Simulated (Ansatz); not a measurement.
One crystal and one scan (scan of one atom of the cell) at two levels, r2SCAN (plane waves to 500 eV, PAW, scalar-relativistic; Ansatz, a program for electronic structure) and PBE (plane waves to 420 eV, PAW, scalar-relativistic; Ansatz), each from its own relaxed cell and on its own mesh. The cell shown is that of r2SCAN.

Ca (fcc, Cu type)

```yaml
crystal:
  lattice:
    - [5.56846, 0.00000, 0.00000]
    - [0.00000, 5.56846, 0.00000]
    - [0.00000, 0.00000, 5.56846]
  atoms:
    - { symbol: Ca, position: [0.00000, 0.00000, 0.00000] }
    - { symbol: Ca, position: [0.50000, 0.50000, 0.00000] }
    - { symbol: Ca, position: [0.50000, 0.00000, 0.50000] }
    - { symbol: Ca, position: [0.00000, 0.50000, 0.50000] }
```

In this cell atom 2 (Ca, nearest neighbour Ca at 3.937 Å; its periodic images, 5.6 Å or more away, move with it) is moved by s along Cartesian z, unit vector (0.000, 0.000, 1.000); all other atoms and the cell stay fixed.

E stands for the smeared free energy. Ca was relaxed with its symmetry unable to fall. With partly filled bands, energies and forces of such displacements shift with the k mesh and the smearing. Percentages come from the unrounded values. Both scans cover s from -0.390 to 0.390 Å.

Results of r2SCAN:

```
Property                                                                                                                   Value
----------------------------------------------------------------  --------------------------------------------------------------
Lattice constant a (Å)                                                                                                     5.568
Energy at s = 0.390 Å (meV/cell)                                                                                             178
Force along the line at s = -0.390 Å (eV/Å)                                                                                0.918
Force constant k = d²E/ds² at s = 0 (finite differences) (eV/Å²)                                                            2.33
Symmetry of the curve                                                                              even: the same for both signs
Shape of the curve                                                a single well with its minimum at or next to zero displacement
```

Question: What does PBE give for the same quantities?

Answer: 
```tsv
quantity	PBE	r2SCAN − PBE
Lattice constant a (Å)	5.527	+0.041 (+0.8 %)
Energy at s = 0.390 Å (meV/cell)	168	+10 (+6 %)
Force along the line at s = -0.390 Å (eV/Å)	0.868	+0.050 (+5.7 %)
Force constant k = d²E/ds² at s = 0 (finite differences) (eV/Å²)	2.20	+0.13 (+6 %)
```

r2SCAN gives the higher value for: lattice constant a; energy at s = 0.390 Å; force along the line at s = -0.390 Å; force constant k = d²E/ds² at s = 0. Both give the same symmetry of the curve: even: the same for both signs.

(A displaced cell: forces are minus the slopes of the energy, force constants its curvatures, and phonons follow from these.)
